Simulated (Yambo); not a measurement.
Yambo run on AgNO₃ (space group R3m, No. 160). The wavefunctions are PBEsol (Quantum ESPRESSO, PseudoDojo norm-conserving, 84 Ry, scalar-relativistic) ones on a 4×4×4 mesh (21 occupied bands); a = b = c = 4.073 Å, α = β = γ = 78.42°.

Yambo input:

```
rim_cut
gw0
dyson
el_el_corr
HF_and_locXC
ppa
em1d
RandQpts= 1000000
RandGvec= 1 Ry
EXXRLvcs= 84 Ry
VXCRLvcs= 336 Ry
Chimod= "HARTREE"
% BndsRnXp
 5 | 132 |
%
NGsBlkXp= 8 Ry
% LongDrXp
 1.0 | 1.0 | 1.0 |
%
PPAPntXp= 27.2114 eV
% GbndRnge
 1 | 87 |
%
GTermKind= "BG"
DysSolver= "n"
ExtendOut
% QPkrange
 3 | 3 | 21 | 21 |
 13 | 13 | 21 | 22 |
%
```

k points by index: 3 = L, 13 = Z.

The o-*.qp file then holds:

```
#    K-point    Band    Eo [eV]    E [eV]    E-Eo [eV]    Vxc [eV]    Vnlxc [eV]    Sc|Eo [eV]    Sc|E [eV]    dSc/dw|Eo [eV]    Re(Z)    Im(Z)
#
    3    21    0.000000    -1.280917    -1.280917    -23.11336    -29.45920    4.741315    5.064917    -6.873826    0.798332    -0.001162
    13    21    -0.542799    -1.629040    -1.086241    -20.67799    -26.98197    4.918354    5.217732    -7.498785    0.783958    -0.001243
    13    22    1.594292    2.992509    1.398217    -15.70198    -11.06919    -2.919742    -3.234576    -6.126833    0.816221    -0.001067
```
(The two width columns are left out.) Convergence of these settings isn't established.

Spin-orbit coupling is not included.

Geometry relaxed with PBE+D3(BJ).
